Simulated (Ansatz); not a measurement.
Ansatz input

```yaml
crystal:
  lattice:
    - [0.0, 3.633869618, 3.633869618]
    - [3.633869618, 0.0, 3.633869618]
    - [3.633869618, 3.633869618, 0.0]
  atoms:
    - { symbol: Ba, position: [0.125, 0.125, 0.125] }
    - { symbol: Ba, position: [0.875, 0.875, 0.875] }
hamiltonian:
  xc: r2scan
  pseudopotentials:
    kind: paw
    azcp:
      Ba: "pseudopotentials/Ba.paw.azcp"
basis:
  ecutwfc: 500
  fft_grid_basis: typed
kpoints:
  mp_grid: { grid: [8, 8, 8], shift: [0, 0, 0] }
magnetization:
  spin_polarized: false
scf:
  occupations: { method: fermi_dirac, width: 0.1 }
  lower_state_search: "off"
output:
  stress: true
  write_density: true
  write_potential: true
  elf: true
  volumetric_format: npy
```

Terminal output

```
Engine: ansatz 0.2.0, x86_64-unknown-linux-gnu
Pseudopotentials: kind: paw
Pseudopotential: Ba, paw, valence charge 10, recommended cutoff 500 eV (meta_gga) 
Functional definition: r2SCAN
  parameter k0 = 0.174
  parameter k1 = 0.065
  parameter a1 = 4.9479
  exchange = r2scan_x(k0 = k0, k1 = k1, a1 = a1)
  correlation = r2scan_c
Crystal: 2 atoms, lattice volume = 95.971 Å³
Basis set: ecut = 500 eV, 2421 PW (Γ), exchange–correlation on 160×160×160 points (64 copies of the dense FFT grid, shifted against one another)
Bands: 14, of which v1, the nominal top of the filled ones, is band 10 counted from 1 (9 counted from 0)
Symmetry: 48 space group operations
Space group: Fd-3m (ITA 227), of the structure as read, at distance tolerance 4.6e-5 Å
k-points: 29 of 512
Non-local potential: Ba, projectors of the file, l = 0: 3, l = 1: 2, l = 2: 2, l = 3: 2
PAW form: soft (Blöchl's): semilocal exchange-correlation on the pseudo side does not see the compensation charge
PAW frozen core: Ba, regenerated for the run's functional (the file was generated under x = pbe(κ = 0.804, μ = 0.2195149727645171), c = pbe(β = 0.06672455060314922))
PAW one-centre angular grid: Ba, 302 points (default); XC on 160 Gauss nodes
Initial density: superposition of atomic densities (neutral atoms: chi_scale 0, normalization atom), corrected by the library's trained network
Initial wavefunctions: pseudopotential atomic-orbital guess
Functional: x = r2scan, c = r2scan; τ floored in thin density (d = 2e-4 eV/Å³)
SCF iter   1: F=-11927.125207 eV  HF=-11926.887871 eV  |F-HF|=2.37e-1  |Δ(HF+E_count)|=         —  Δρ=5.91e-3  dr2=3.24e-2  dr2_τ=9.43e-3  ethr=1.77e-3  ⟨swp⟩=7.4  Hψ=3119  notcnv=0
SCF iter   2: F=-11927.147831 eV  HF=-11927.140949 eV  |F-HF|=6.88e-3  |Δ(HF+E_count)|=   2.53e-1  Δρ=3.96e-3  dr2=1.80e-2  dr2_τ=4.86e-4  ethr=1.62e-4  ⟨swp⟩=2.1  Hψ=1152  notcnv=0
SCF iter   3: F=-11927.151617 eV  HF=-11927.151418 eV  |F-HF|=1.99e-4  |Δ(HF+E_count)|=   1.05e-2  Δρ=9.93e-4  dr2=2.51e-3  dr2_τ=3.68e-5  ethr=8.98e-5  ⟨swp⟩=2.1  Hψ=870  notcnv=0
SCF iter   4: F=-11927.152001 eV  HF=-11927.152100 eV  |F-HF|=9.90e-5  |Δ(HF+E_count)|=   6.82e-4  Δρ=3.04e-4  dr2=2.55e-4  dr2_τ=1.22e-6  ethr=1.26e-5  ⟨swp⟩=2.9  Hψ=751  notcnv=0
SCF iter   5: F=-11927.152051 eV  HF=-11927.152046 eV  |F-HF|=5.25e-6  |Δ(HF+E_count)|=   5.43e-5  Δρ=5.33e-5  dr2=2.04e-6  dr2_τ=1.36e-7  ethr=1.28e-6  ⟨swp⟩=3.0  Hψ=820  notcnv=0
SCF iter   6: F=-11927.152052 eV  HF=-11927.152052 eV  |F-HF|=8.64e-8  |Δ(HF+E_count)|=   6.26e-6  Δρ=1.44e-5  dr2=3.66e-7  dr2_τ=5.60e-9  ethr=1.02e-8  ⟨swp⟩=2.0  Hψ=697  notcnv=0
SCF iter   7: F=-11927.152052 eV  HF=-11927.152052 eV  |F-HF|=3.73e-9  |Δ(HF+E_count)|=   1.70e-7  Δρ=1.85e-6  dr2=3.60e-9  dr2_τ=2.12e-10  ethr=5.00e-10  ⟨swp⟩=11.0  Hψ=3510  notcnv=0
SCF 1 converged in 7 iterations: F = -11927.152052 eV  dr2 = 3.60e-9
SCF converged after 7 iterations
Free energy (F): -11927.152052 eV
Harris-Foulkes:  -11927.152052 eV  (|F-HF|=3.73e-9)
Internal energy: -11927.091533 eV  (E = F + TS)
E sigma→0 (E₀):  -11927.121793 eV
Entropy (-TS):   -0.060519 eV (-30.260 meV/atom)
Fermi energy:    7.849267 eV
--- Per-component energies (eV) ---
  E_band       = -143.379139
  E_kinetic    = 342.155737
  E_local      = -747.679988  (includes V_loc(G=0)·N_el)
  E_nonlocal   = 113.101437
  E_hartree    = 250.645819
  E_xc         = -314.331953
  E_vxc        = -295.415490  (∫ρ·V_xc dr)
  E_paw        = -10503.831655  (= ΣΔE_a)
  E_vpaw       = -71.115449  (= ΣTr[D̂ρ^β])
  E_aug_tail   = -0.000002  (compensation charges beyond the density's cutoff)
  E_vtau       = 14.282434  (kinetic-family band-sum trace: ∫τ·v_τ [+ j·A + Jᵃ·Aᵃ] dr)
  E_ewald      = -1067.291761
  E_core_change = 0.140832  (= ΣΔE_core)
  E_smearing   = -0.060519  (= −TS)
  E_closure    = -0.000000  (closes the sum)
  Σ components = -11927.152052   (vs F -11927.152052, Δ=0.00e0)
--- Stress (GPa, compression-positive) ---
        2.342053      -0.000000       0.000000
        0.000000       2.342053      -0.000000
        0.000000       0.000000       2.342053
  P = ⅓ Tr σ = 2.3421 GPa (23.421 kbar)
--- Band table (eV; the first three rows and the last of 29) ---
  k-point 0: bands = ["-22.6362", "-21.4254", "-7.8393", "-7.8393", "-7.8393", "-6.1886", "-6.1886", "-6.1886", "5.7675", "8.0712", "8.0712", "9.5588", "9.5588", "9.5588"]
  k-point 1: bands = ["-22.6052", "-21.4637", "-7.8758", "-7.8758", "-7.8437", "-6.1694", "-6.1405", "-6.1405", "5.9962", "7.9466", "7.9466", "9.4939", "9.8562", "9.8562"]
  k-point 2: bands = ["-22.5206", "-21.5659", "-7.9567", "-7.9567", "-7.8609", "-6.1118", "-6.0318", "-6.0318", "6.5643", "7.8438", "7.8438", "9.4704", "9.6607", "10.0238"]
  k-point 28: bands = ["-22.0638", "-22.0638", "-8.3000", "-8.3000", "-6.9567", "-6.9567", "-5.5955", "-5.5955", "6.8452", "6.8452", "9.1144", "9.1144", "10.6116", "10.6116"]
```

Command:

```sh
ansatz run input.yaml --threads 1 --pin off --max-ram 3584MiB --backend cpu --events-out ev --progress --plain --runs-dir out
```

On 1 thread of Intel(R) Xeon(R) Platinum 8259CL CPU @ 2.50GHz (Skylake/Cascade Lake) (shared host) this took about 13 s of wall time and 13 s of CPU time.
